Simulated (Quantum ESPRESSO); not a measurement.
One change at a time to Cu3MoTa2Ti2

These are calculations, not measurements. They come from Quantum ESPRESSO 7.5, a public plane-wave density functional program. Each row is one single-point run on a made-up periodic cell of eight metal atoms, with elements, volume, strain and displacements drawn at random and not relaxed, so a cell may be unstable or far from any real phase. There is no spin polarisation or spin-orbit coupling.

Settings: PBE unless stated; PseudoDojo standard norm-conserving files; Fermi-Dirac width 0.25 eV, which means electrons at about 2900 K; cutoff 1252 eV; 5 x 5 x 5 k mesh shifted half a step off Gamma. E is the free energy of the whole cell (internal energy minus TS), so a -TS column is already part of it. Stress is positive in tension, and the pressure P is minus a third of its trace.

Checks: one run of this series was repeated at a higher cutoff and on a denser mesh, which moved values by no more than 0.002 eV, 0.02 GPa and 0.004 eV/Å, and a second program with other atomic files agreed on it to 2 % rms in force and 0.5 GPa in pressure. Known limits: the copper pseudopotential is less sure than most, with forces differing by about three percent and pressure by about two GPa from a second method on plain copper; heavy elements are run without spin-orbit coupling, which real alloys of them have; a spin test at this wide smearing found no moment, but such smearing suppresses magnetism that the real alloy may have.

The lattice is face-centred cubic, and the cell vectors in Å are (0.069, 3.901, 3.850); (4.037, -0.013, 3.932); (4.034, 3.979, -0.010), a volume of 123.00 Å³ in run 1. The elements on sites 1 to 8 are Ti Cu Cu Ta Ti Cu Ta Mo. Each later run makes one change to run 1 and keeps the rest. E is counted from run 1, and is n/a where other atomic files have another zero of energy.

```
run,change,V (Å³),P (GPa),-TS (eV),rms force (eV/Å),largest change of a force component (eV/Å),E (eV)
1,none,123.00,2.41,-1.596,0.514,0.000,0.000
2,sites 4 and 6 exchanged,123.00,4.98,-1.693,0.568,0.449,0.862
3,all lengths scaled by -1.52 %,117.48,10.48,-1.521,0.611,0.209,?
4,LDA in place of PBE,123.00,-9.82,-1.601,0.427,0.207,n/a
5,site 3 moved by +0.23 Å along z,123.00,2.79,-1.598,0.606,1.419,0.072
```

## Worked estimate

Along a uniform scaling dE = -P dV. The mean of the two pressures is 6.445 GPa and the volume changes by -5.52 Å³, with 160.2 GPa to one eV/Å³. The same two rows give -V dP/dV = 176 GPa for this cell with clamped atoms, which is not the bulk modulus of a real alloy.

## Withheld value

Question: what E should run 3 give?

The estimate is 0.222 eV. The calculation gave 0.218 eV. The mean of two end points misses the curvature of P, and the finite cutoff adds a little.
